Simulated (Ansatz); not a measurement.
## VWC2 and the effect of the fixed moment of the cell

The structure is trigonal, space group R-3m (No. 166). Conventional cell: a = 3.034 Å, b = 3.034 Å, c = 14.802 Å, α = 90.00°, β = 90.00°, γ = 120.00°. W (site symmetry -3m) has 6 C at 2.17 Å as nearest neighbours. Around V (site symmetry -3m) lie 6 C at 2.11 Å. C (site symmetry 3m) is surrounded by 3 V at 2.11 Å and 3 W at 2.17 Å.

The cell comes from a database or a generator and needn't be the stable form of this composition.

Kept alike: task single point; functional PBEsol; k mesh 9 × 9 × 9; occupations fermi-dirac, width 0.05 eV. Program: Ansatz, Ansatz PAW, cutoff 420 eV. The mesh is that of the run's cell of 4 atoms. No spin-orbit coupling.

| run | pressure (GPa) | largest site moment (μB) | free energy over the lowest row (meV/atom) |
| --- | --- | --- | --- |
| A | -8.83 | 0.61 | 30.35 |
| B | 12.06 | 1.56 | 766.22 |
| C | -6.89 | 0.83 | 73.74 |
| D | -10.63 | 0.00 | 0.00 |
| E | -1.09 | 1.17 | 235.48 |
| F | 2.61 | 1.30 | 366.06 |
| G | -10.15 | 0.32 | 7.01 |
| H | -4.42 | 1.00 | 140.17 |

Pressure is positive in compression, with a Pulay correction for the finite cutoff. The runs hold the magnetic state that their start led to, which needn't be the lowest. Site moments count inside each atom's sphere or projector. All rows use potentials made for PBE.

Question: The runs differ in the fixed moment of the cell alone: 0; 0.5; 1; 1.5; 2; 2.5; 3; 4 μB. Which run is which?

Answer: Run A is 1 μB; run B is 4 μB; run C is 1.5 μB; run D is 0 μB; run E is 2.5 μB; run F is 3 μB; run G is 0.5 μB; run H is 2 μB. The pressure rises from -10.63 to 12.06 GPa between 0 and 4 μB. The largest site moment rises from 0.00 to 1.56 μB between 0 and 4 μB. The free energy rises from 0.00 to 766.22 meV/atom between 0 and 4 μB.
